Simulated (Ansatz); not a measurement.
InP (zinc blende, F-43m) at seven volumes, the program Ansatz at the PBE level (PAW), scaled uniformly. One row is withheld.

```
V (Å³/atom)  P (GPa)
-----------  -------
24.069          7.01
24.862          4.27
25.656          1.96
26.449          0.01
27.242             ?
28.036         -3.02
28.829         -4.12
```

**Question.** Fit the shown pressures and predict the withheld one.

**Answer.** P = (3/2)B₀(x^(7/2) − x^(5/2))[1 + (3/4)(B′ − 4)(x − 1)] with x = (V₀/V)^(2/3). Least squares on the six rows gives V₀ = 26.454 Å³/atom, B₀ = 59.2 GPa, B′ = 4.80. At V = 27.242, x = 0.9806 and P = -1.62 GPa. The run itself gave -1.64 GPa.

Symmetry was held in the PBE relaxation.

Potentials: the later of the program's two PAW sets.
